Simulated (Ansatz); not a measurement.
Data:

Nb₃Au:
```
Nb3Au
1.0
    1.74032    -2.19076     0.00000
    1.74032     2.19076     0.00000
    0.00000     0.00000     9.29545
Nb Au
3 1
Direct
  0.50000   0.50000   0.75186
  0.50000   0.50000   0.24814
  0.00000   0.00000   0.50000
  0.00000   0.00000   0.00000
```

This is the r²SCAN-relaxed structure.

Task: All from DFT-r²SCAN in the program Ansatz with PAW potentials, unless another level is named. Estimate the bulk modulus (Birch–Murnaghan fit).

Result: 179 GPa.

Task: And the highest zone-centre frequency?

Result: 216 cm⁻¹.

Space group Cmmm. The workflow started from a Materials Project entry (that database holds measured and hypothetical structures alike); the Crystallography Open Database copy checked does not list it. COD files the formula under space group No. 223. With Nb and Au taken as one species the cell has the higher symmetry I4/mmm, so it may be an ordered model of a mixed-site phase. Whether it is the stable phase at ambient conditions was not checked. The cell was relaxed with r²SCAN under the symmetry of its start; whether a distortion lowers the energy is not shown. No spin polarisation was allowed. As this level gives no gap, phonon frequencies hold no LO–TO term and depend on the k-mesh and smearing (Fermi–Dirac, 0.1 eV here). Scalar-relativistic: spin–orbit coupling is off unless named, which matters more the heavier the elements.

Potentials: the later of the program's two PAW sets.
